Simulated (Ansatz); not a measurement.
Data:

YF3:
```
CELL_PARAMETERS angstrom
      6.73299     0.00000     0.00000
     -3.36650     5.83094     0.00000
      0.00000     0.00000     6.92604
ATOMIC_POSITIONS crystal
  Y  0.65401 0.00000 0.75000
  Y  0.34599 0.00000 0.25000
  Y  0.00000 0.65401 0.75000
  Y  0.00000 0.34599 0.25000
  Y  0.34599 0.34599 0.75000
  Y  0.65401 0.65401 0.25000
  F  0.30662 0.93206 0.92114
  F  0.69338 0.06794 0.07886
  F  0.06794 0.37456 0.92114
  F  0.93206 0.62544 0.07886
  F  0.62544 0.69338 0.92114
  F  0.37456 0.30662 0.07886
  F  0.93206 0.30662 0.57886
  F  0.06794 0.69338 0.42114
  F  0.37456 0.06794 0.57886
  F  0.62544 0.93206 0.42114
  F  0.69338 0.62544 0.57886
  F  0.30662 0.37456 0.42114
  F  0.66667 0.33333 0.81777
  F  0.33333 0.66667 0.18223
  F  0.33333 0.66667 0.68223
  F  0.66667 0.33333 0.31777
  F  0.00000 0.00000 0.75000
  F  0.00000 0.00000 0.25000
```

This is the PBEsol-relaxed structure. x, y and z are the axes in which the lattice vectors are written.

Question: All from plane-wave PAW PBEsol (Ansatz code), unless another level is named. Predict the Hill bulk and shear moduli.

Answer: 134 and 55.7 GPa.

Question: Next, the elastic constants (relaxed ions, GPa)?

Answer: C11 = 207, C12 = 103, C13 = 82.7, C14 = -2.5, C33 = 257, C44 = 49.0.

Question: And the zero-point energy?

Answer: 49.8 meV/atom.

Space group P-3c1. The first step of the workflow began from a Materials Project structure, measured or hypothetical; the Crystallography Open Database copy checked does not list it. COD files the formula under space group No. 62, 221. Its standing as an ambient phase is unchecked. The cell was relaxed with PBEsol under the symmetry of its start; whether a distortion lowers the energy is not shown. The run is not spin-polarised.

Potentials: the later of the program's two PAW sets.
